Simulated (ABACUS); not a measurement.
A self-consistent single point of AlIn2N3 (Cmc2_1, 12 atoms in the cell; from Materials Project mp-1245824) with ABACUS.

Computed with PBE-D3(BJ), numerical atomic orbitals DZP (confined pseudo-atomic orbitals with Gaussian additions; energy shift 0.003 Ry), PseudoDojo 0.5 standard norm-conserving PBE (tails mended) pseudopotentials run with ABACUS.

```
CELL_PARAMETERS angstrom
      5.14810    -2.96287     0.00000
      5.14810     2.96287     0.00000
      0.00000     0.00000     5.50004
ATOMIC_POSITIONS crystal
  Al 0.34124 0.65876 0.98922
  Al 0.65876 0.34124 0.48922
  In 0.98829 0.33541 0.98712
  In 0.01171 0.66459 0.48712
  In 0.66459 0.01171 0.98712
  In 0.33541 0.98829 0.48712
  N  0.96886 0.33296 0.38564
  N  0.03114 0.66704 0.88564
  N  0.66704 0.03114 0.38564
  N  0.33296 0.96886 0.88564
  N  0.36864 0.63136 0.33727
  N  0.63136 0.36864 0.83727
```

Reference input (self-consistent single point, DFT, PBE, numerical atomic orbitals DZP (confined pseudo-atomic orbitals with Gaussian additions; energy shift 0.003 Ry), PseudoDojo 0.5 standard norm-conserving PBE (tails mended) pseudopotentials): basis = DZP numerical atomic orbitals, energy shift 0.003 Ry; KPT = Gamma 5 5 4 0.5 0.5 0.5; basis_type = lcao; dft_functional = PBE; ecutwfc = 100 Ry; smearing_method = gaussian; smearing_sigma = 0.00146997 Ry; potentials = PseudoDojo 0.5 standard norm-conserving PBE (tails mended); symmetry = 1; symmetry_prec = 1e-05; ks_solver = genelpa; scf_nmax = 100. This run's input differs from it in these lines:

```diff
@@ -12,2 +12,3 @@
 smearing_sigma       0.00146997
+vdw_method           d3_bj
 ks_solver            genelpa
```

The program printed (abridged):

```
 SELF-CONSISTENT
 -------------------------------------------

DFT-D3 Dispersion correction parameters autoset
----------------------------------
 Parameters  Original   Autoset
----------------------------------
         s6    default     1.0000
         s8    default     0.7875
         a1    default     0.4289
         a2    default     4.4407
----------------------------------
XC functional: PBE

                  longest orb rcut (Bohr) = 9.9
   longest nonlocal projector rcut (Bohr) = 2.42
                     search radius (Bohr) = 24.6

                          real space grid = [ 72, 72, 72 ]

   [... lines left out ...]

 LCAO ALGORITHM --------------- ION=   1  ELEC=  10--------------------------------

 Density error is 3.70369841912e-07
 E_KohnSham     -665.8183215019      -9058.9230052212
 E_Fermi        0.7296721365         9.9276987284

 LCAO ALGORITHM --------------- ION=   1  ELEC=  11--------------------------------

 Density error is 2.891919545e-08
 E_KohnSham     -665.8183215019      -9058.9230052211
 E_KS(sigma->0) -665.8183215019      -9058.9230052211
 E_entropy(-TS) -0.0000000000        -0.0000000000
 E_vdwD3        -0.2260139472        -3.0750775094
 E_Fermi        0.7296722339         9.9277000529
 charge density convergence is achieved
 final etot is -9058.9230052 eV
 EFERMI = 9.9277000529 eV

 STATE ENERGY(eV) AND OCCUPATIONS    NSPIN == 1
   [... 51 lines left out ...]

 TOTAL-FORCE (eV/Angstrom)
                       Al1         0.0000000000        -0.0189646492         0.0077512413
                       Al2         0.0000000000         0.0189646492         0.0077512413
                       In1        -0.0139970386         0.0110709816         0.0117514159
                       In2         0.0139970386        -0.0110709816         0.0117514159
                       In3         0.0139970386         0.0110709816         0.0117514159
                       In4        -0.0139970386        -0.0110709816         0.0117514159
                        N1         0.0026905528        -0.0024674899        -0.0077697409
   [... lines left out ...]

 TOTAL-STRESS (KBAR)
       -13.2429594928         0.0000000000         0.0000000000
         0.0000000000       -13.9326417421         0.0000000000
         0.0000000000        -0.0000000000       -12.7007126439
 TOTAL-PRESSURE: -13.292105 KBAR

 --------------------------------------------
 !FINAL_ETOT_IS -9058.9230052211260045 eV
 --------------------------------------------
```

The run converged in 11 iterations. Against the reference run the pressure goes from 1.72 to -1.33 GPa.

The atom-centred basis is finite, which shifts total energies and pressures against plane waves. The structure comes from a collection of computed structures, made at another level of theory; the collection holds predicted forms beside known ones.

Cost on one core: about 100 core-seconds (a rough figure).

The atomic orbitals were generated for these runs; they are not ABACUS's published sets and were checked against plane waves on a few crystals only.

“Tails mended”: in these copies of the files the far tail of each local potential was reset to the Coulomb form.
